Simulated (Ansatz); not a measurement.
## TiGa₃: strain energy, fitted

TiGa₃, I4/mmm, a = 3.746 Å, c = 8.676 Å. The structure is a COD entry; whether it is the stable form wasn't checked. Ansatz: PBEsol, PAW, 420 eV, Γ-centred 10×10×4 mesh on 8 atoms, Gaussian smearing 0.10 eV; no spin polarisation. Series: uniaxial strain along c, with a, b and atoms relaxed; x is the strain in per cent. y is the free energy over the unstrained cell, V0 = 15.215 Å³/atom.

| x (%) | y (meV/atom) |
| --- | --- |
| -3.0 | 8.58 |
| -2.0 | 3.70 |
| -1.0 | 0.88 |
| 0.0 | 0.00 |
| 1.0 | ? |
| 2.0 | 3.55 |
| 3.0 | 7.77 |

Problem. Fit y = c2 x² + c3 x³ to the other rows, turn c2 into a modulus, and predict the missing energy.

Solution. Least squares on the rows shown. y = 0.9078 x² − 0.01452 x³. In eV per unit strain² c2 is 9.078; this is Young's modulus along the axis (E = ½ Y V0 ε²): 2 × 9.078 × 160.2 / (15.215) = 191 GPa. The unstrained cell keeps some stress along the strain, worth a slope of 0.05 meV/atom per %, which the form leaves out. At x = 1.0 the fit asked for gives 0.89 meV/atom. The run gave 0.93 meV/atom, so the fit is 0.04 meV/atom too low, within twice the rms miss on the fitted rows (0.03 meV/atom).